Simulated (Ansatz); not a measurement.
BAs (zinc blende, space group No. 216), the program Ansatz at the PBE level (PAW). The conduction-band minimum lies on the Γ–X line, 80 % of the way from Γ, with 6 equivalent valleys. Second derivatives d²E/dk² of the lowest band at one valley (eV·Å²), along Cartesian directions:

```csv
direction,d²E/dk²
[100],6.939
[010],35.24
[001],35.24
[110],21.09
[101],21.09
[011],35.17
```

Problem. Find the principal effective masses, the density-of-states mass and the conductivity mass.

Solution. Off-diagonal terms follow from H_xy = H[110] − (H_xx + H_yy)/2, and m*/mₑ = 7.620 eV·Å² over each eigenvalue: 0.22, 0.22, 1.1. One valley's DOS mass (m₁m₂m₃)^(1/3) = 0.37, conductivity mass 3/(Σ 1/mᵢ) = 0.30 mₑ.

Problem. What effective density of states Nc follows at 300 K for parabolic valleys?

Solution. Nc = 2.509e19 × 6 × (0.37)^(3/2) ≈ 3.4e19 cm⁻³.

Space group F-43m (zinc blende). The cell was relaxed with PBE under the symmetry of its start. Scalar-relativistic: spin–orbit coupling is off unless named, which matters more the heavier the elements.

Potentials: the later of the program's two PAW sets.

Edges and masses are those of Kohn–Sham bands, whose gap is no quasiparticle gap.
